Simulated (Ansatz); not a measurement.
Theory: Ansatz 0.2.0, DFT PBE, scalar-relativistic, plane waves, PAW. Settings: cutoff 420 eV, Γ-centred meshes spaced at most about 0.3 Å⁻¹, and about 0.25 Å⁻¹ or finer for metals (2π included), Gaussian smearing. No spin polarisation in the final relaxations.

These are static total energies at zero pressure. All come from trial cells, and lower structures may exist.

**Question.** Which of these relaxed structures of Be₄Os is the lowest in energy?
A.

```
Be Os
1.0
    -2.51108    2.51108    1.83891
     2.51108   -2.51108    1.83891
     2.51108    2.51108   -1.83891
Be Os
4 1
Direct
  0.19792 0.50000 0.69792
  0.50000 0.19792 0.69792
  0.50000 0.80208 0.30208
  0.80208 0.50000 0.30208
  0.00000 0.00000 0.00000
```

B.

```
Be Os
1.0
    -2.78245    2.78245    1.54629
     2.78245   -2.78245    1.54629
     2.78245    2.78245   -1.54629
Be Os
4 1
Direct
  0.20472 0.38998 0.59470
  0.61002 0.20472 0.81474
  0.38998 0.79528 0.18526
  0.79528 0.61002 0.40530
  0.00000 0.00000 0.00000
```

**Answer.** B. It has Be and Os ordered on fcc sites, space group I4/m (No. 87); the next, A, with space group I4/mmm (No. 139), lies 163 meV/atom higher. Counting all near atoms (those within 1.25 times the shortest distance at each site; a plus sign parts nearer from farther groups), the lowest has Be 12, Os 12 and the next has Be 9, Os 8+8.

These runs have no spin–orbit coupling, which can matter for Os. Cells relaxed within their symmetry can be saddle points. The I4/m cell of Be4Os came from shaking the I4/mmm one. Some candidate types were left out of the draw beforehand, so a known form may be missing.
